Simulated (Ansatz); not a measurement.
Given:

InP:
```
CELL_PARAMETERS angstrom
      3.42476     0.00000     0.00000
      0.00000     3.42476     0.00000
      0.00000     0.00000     3.42476
ATOMIC_POSITIONS crystal
  In 0.00000 0.00000 0.00000
  P  0.50000 0.50000 0.50000
```

This is the r²SCAN-relaxed structure.

Task: All from r²SCAN in the plane-wave PAW code Ansatz, unless another level is named. Give the electronic character.

Result: metallic (no gap).

Task: And the formation energy from the elements (no fitted shifts)?

Result: 0.38 eV/atom.

Task: And the density of states at the Fermi level?

Result: 0.56 states/eV per atom (mean over ±0.08 eV).

Task: Next, the gap with spin–orbit coupling?

Result: none (metallic).

Space group Pm-3m (CsCl type). A made-up cell: these elements were put on the sites of a structure type; neither database checked (COD, Materials Project) lists it. It is not the phase usual at ambient conditions (space group No. 216). The r²SCAN relaxation kept the symmetry of its start; whether a distortion lowers the energy is not shown. The references are the lowest solids computed at this level, not always the standard phases. Spin–orbit coupling is left out wherever it is not named.

Potentials: the earlier of the program's two PAW sets.
